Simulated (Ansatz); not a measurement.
PdF$_{4}$ (space group Fdd2)

```
CELL_PARAMETERS angstrom
      0.00000     4.65511     2.97328
      4.60831     0.00000     2.97328
      4.60831     4.65511     0.00000
ATOMIC_POSITIONS crystal
  Pd 0.73817 0.73817 0.26183
  Pd 0.98817 0.98817 0.51183
  F  0.57075 0.97976 0.73409
  F  0.97976 0.57075 0.71540
  F  0.53460 0.51591 0.27024
  F  0.51591 0.53460 0.67925
  F  0.98495 0.00336 0.20873
  F  0.00336 0.98495 0.80297
  F  0.44703 0.04127 0.24664
  F  0.04127 0.44703 0.26505
```

The slice is a (-1 0 1) plane (indices of the conventional cell) through the point (0.447, 0.041, 0.247) (fractional), spanned by u = [1 0 -1] and v = [1 -1 1] in vectors of this cell: u (5.48 Å) and v (9.31 Å, at 90° to u). It covers one period; positions are fractions (u, v).

All values below come from PBEsol (plane waves to 420 eV, PAW, scalar-relativistic; Ansatz, a program for electronic structure). k mesh 8×8×8. Inside the PAW spheres the values are not all-electron values, and peaks at nuclei hang on which shells count as valence. PdF4 is run without spin polarisation and with no Hubbard U. PdF4 was relaxed with its symmetry unable to fall.

Three fields on this plane, each scaled to ten steps between its own extremes (0 low, 9 high; the total valence density on a logarithmic scale, the potential cut 8 eV below its top; x marks points blanked near nuclei; v = 0 in the bottom row):

Map A
```
|xx787620000x|
|57998620xx02|
|789997300004|
|899998520036|
|899998755568|
|999998777789|
|999997668899|
|78998xxx7999|
|xx898xxx799x|
|xx799xxx898x|
|xx799989998x|
|668899999997|
|777788999998|
|754567899998|
|510026899998|
|300004789997|
|20xx01578986|
|20000xxx6775|
|xx001xxx355x|
|xx455xxx001x|
```

Map B
```
|xx600331561x|
|66000014xx21|
|000000011220|
|000000001100|
|001100001100|
|001000000000|
|000003761000|
|76103xxx8005|
|xx705xxx902x|
|xx902xxx705x|
|xx800465003x|
|651000000002|
|000000001000|
|001100001100|
|011100000000|
|021220000000|
|14xx22771000|
|41451xxx6004|
|xx114xxx504x|
|xx503xxx114x|
```

Map C
```
|xx512568997x|
|65200258xx86|
|210113479963|
|002223357642|
|013322234431|
|002222332100|
|110125764000|
|65314xxx7214|
|xx625xxx834x|
|xx834xxx625x|
|xx621455214x|
|663000110125|
|222210002222|
|235431012322|
|457752001223|
|479974210012|
|58xx86762002|
|78997xxx6125|
|xx767xxx736x|
|xx735xxx767x|
```

Task: Assign the maps to these fields: electron localisation function (ELF); valence electron density; electrostatic potential energy of an electron, from the cell's mean.

Result: A is the electrostatic potential energy of an electron, from the cell's mean; B is the electron localisation function (ELF); C is the valence electron density.
